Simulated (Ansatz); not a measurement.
# Cold compression of V (hcp type)

```yaml
crystal:
  lattice:
    - [2.57461, 0.00000, 0.00000]
    - [-1.28730, 2.22968, 0.00000]
    - [0.00000, 0.00000, 4.63872]
  atoms:
    - { symbol: V, position: [0.33333, 0.66667, 0.25000] }
    - { symbol: V, position: [0.66667, 0.33333, 0.75000] }
```

The cell comes from a relaxation on PAW files under the same functional, begun from a prototype that needn't be the stable phase.

Its volume is scaled, and at each volume shape and atoms are relaxed on PAW files; all methods then take that cell.

Computed with Ansatz 0.2.0; functional PBEsol, scalar-relativistic. Settings: a Γ-centred 16×16×9 k mesh, Fermi–Dirac smearing of 0.05 eV, no spin polarisation. Methods: LAPW: all electrons, basis error target 1 meV/atom; PAW: frozen-core files, cutoff 420 eV; crystal datasets: all electrons, by PAW datasets that the program makes for each cell; norm-conserving: pseudopotentials, cutoff 1143 eV.

Energies are extrapolated to zero smearing and count from the unscaled cell; pressure is positive in compression; gaps take the mesh and a band path. No temperature or zero-point motion is included.

The PAW files were made under PBE. The structure type is held throughout; the real material can change phase at far lower pressure.

```json
{"V/V0": "1.00", "V (Å³/atom)": "13.31", "P LAPW (GPa)": "-0.02", "ΔE LAPW (eV/atom)": "0.000", "P PAW − LAPW (GPa)": "0.03", "ΔE PAW − LAPW (meV/atom)": "0.0", "space group": "P6_3/mmc", "shortest distance (Å)": "2.575"}
{"V/V0": "0.95", "V (Å³/atom)": "12.65", "P LAPW (GPa)": "10.56", "ΔE LAPW (eV/atom)": "0.021", "P PAW − LAPW (GPa)": "0.05", "ΔE PAW − LAPW (meV/atom)": "0.2", "space group": "P6_3/mmc", "shortest distance (Å)": "2.531"}
{"V/V0": "0.85", "V (Å³/atom)": "11.32", "P LAPW (GPa)": "41.1", "ΔE LAPW (eV/atom)": "0.224", "P PAW − LAPW (GPa)": "0.08", "ΔE PAW − LAPW (meV/atom)": "0.8", "space group": "P6_3/mmc", "shortest distance (Å)": "2.435"}
{"V/V0": "0.75", "V (Å³/atom)": "9.99", "P LAPW (GPa)": "90.8", "ΔE LAPW (eV/atom)": "0.755", "P PAW − LAPW (GPa)": "0.08", "ΔE PAW − LAPW (meV/atom)": "1.5", "space group": "P6_3/mmc", "shortest distance (Å)": "2.332"}
{"V/V0": "0.65", "V (Å³/atom)": "8.65", "P LAPW (GPa)": "173.2", "ΔE LAPW (eV/atom)": "1.822", "P PAW − LAPW (GPa)": "-0.02", "ΔE PAW − LAPW (meV/atom)": "1.9", "space group": "P6_3/mmc", "shortest distance (Å)": "2.218"}
{"V/V0": "0.55", "V (Å³/atom)": "7.32", "P LAPW (GPa)": "317.9", "ΔE LAPW (eV/atom)": "3.803", "P PAW − LAPW (GPa)": "-0.86", "ΔE PAW − LAPW (meV/atom)": "-0.7", "space group": "P6_3/mmc", "shortest distance (Å)": "2.098"}
{"V/V0": "0.45", "V (Å³/atom)": "5.99", "P LAPW (GPa)": "585.3", "ΔE LAPW (eV/atom)": "7.435", "P PAW − LAPW (GPa)": "-4.95", "ΔE PAW − LAPW (meV/atom)": "-20.3", "space group": "P6_3/mmc", "shortest distance (Å)": "1.981"}
{"V/V0": "0.40", "V (Å³/atom)": "5.33", "P LAPW (GPa)": "812.5", "ΔE LAPW (eV/atom)": "?", "P PAW − LAPW (GPa)": "-11.16", "ΔE PAW − LAPW (meV/atom)": "-51.2", "space group": "P6_3/mmc", "shortest distance (Å)": "1.916"}
```

**Question.** What belongs in the row "0.40", column "ΔE LAPW (eV/atom)"?

**Answer.** 10.302.

**Question.** Fit the Vinet equation to the LAPW pressures over the whole range, with residuals weighted by 1/(|P| + 0.03·Pmax).

**Answer.** V0 = 13.31 Å³/atom, B0 = 187 GPa and B0′ = 3.76, and the fit misses no point by more than 4.1 GPa. A fit over so wide a range pins B0 less well than one near rest.

**Question.** At the smallest volume, how far do crystal datasets and norm-conserving lie from LAPW in pressure?

**Answer.** crystal datasets: 0.00 GPa; norm-conserving: -17.23 GPa, on a LAPW pressure of 812.5 GPa.

**Question.** How do the Löwdin populations by LAPW change from the unscaled cell to the last row?

**Answer.** V 3s 1.96 → 1.83, V 4s 0.86 → 0.36, V 3p 5.99 → 5.86, V 3d 4.07 → 4.91 electrons an atom. These are projections on the shells that the free atoms fill; 0.25 e a cell lies outside them at the start and 0.12 e at the end.
